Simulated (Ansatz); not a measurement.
## Cu: the functional and the phonons

Cu in the fcc lattice, in a typed cell, not relaxed.

```
CELL_PARAMETERS angstrom
0.00000 1.81750 1.81750
1.81750 0.00000 1.81750
1.81750 1.81750 0.00000
ATOMIC_POSITIONS crystal
Cu 0.00000 0.00000 0.00000
```

DFT in Ansatz; PBE; all-electron PAW datasets (no frozen core) at 320 eV; k mesh 8×8×8; Fermi–Dirac smearing of 0.1 eV; no spin. Harmonic phonons by finite displacements in cells commensurate with each q, in cm⁻¹; i marks an unstable mode.

Caveats: coarse k mesh.

At 12.01 Å³ an atom it gives lowest mode at X = [0.5, 0, 0.5] (cm⁻¹) 164; top mode at X = [0.5, 0, 0.5] (cm⁻¹) 235.

Q: Repeat with r2SCAN in the same cell, on the same kind of potentials and mesh. What changes?

A: 
| functional | cutoff (eV) | volume (Å³/atom) | lowest mode at X = [0.5, 0, 0.5] (cm⁻¹) | top mode at X = [0.5, 0, 0.5] (cm⁻¹) |
| --- | --- | --- | --- | --- |
| r2SCAN in the same cell | 360 | 12.01 | 160 | 225 |
